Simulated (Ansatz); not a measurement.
ZnSnO3:
```xyz
10
Lattice="2.6390 1.5236 4.6703 -2.6390 1.5236 4.6703 0.0000 -3.0473 4.6703" Properties=species:S:1:pos:R:3 pbc="T T T"
Zn     0.0000     0.0000     4.1328
Zn     0.0000     0.0000    11.1383
Sn     0.0000     0.0000     0.1762
Sn     0.0000     0.0000     7.1817
O      1.5977     0.0412     5.8041
O     -0.8346     1.3630     5.8041
O     -0.7631    -1.4043     5.8041
O      0.7631     1.6430     8.1392
O     -1.8045    -0.1606     8.1392
O      1.0414    -1.4824     8.1392
```

Cartesian axes are those of the cell as given.

Give the high-frequency dielectric tensor and the Born effective charge tensors of the independent atoms from DFPT, plane-wave PAW PBEsol (Ansatz code).


ε∞:
```
5.01  0.00  0.00
0.00  5.01  0.00
0.00  0.00  4.85
```
Z* of atom 1 (Zn), rows: field, columns: displacement, in e:
```
 2.40  -0.06   0.00
 0.06   2.40   0.00
 0.00   0.00   2.19
```
Z* of atom 3 (Sn), rows: field, columns: displacement, in e:
```
 4.22   0.32   0.00
-0.32   4.22   0.00
 0.00   0.00   4.26
```
Z* of atom 5 (O), rows: field, columns: displacement, in e:
```
-2.34  -0.11   0.33
-0.15  -2.07   0.43
 0.29   0.55  -2.15
```

Static charges for comparison (Bader): Zn1 +1.27, Sn3 +2.41, O5 -1.23 e. Born charges measure polarisation by displacement and can exceed these by far.

Space group R3c. The PBEsol relaxation kept the symmetry of its start. Scalar-relativistic: spin–orbit coupling is off unless named, which matters more the heavier the elements.

Potentials: the later of the program's two PAW sets.
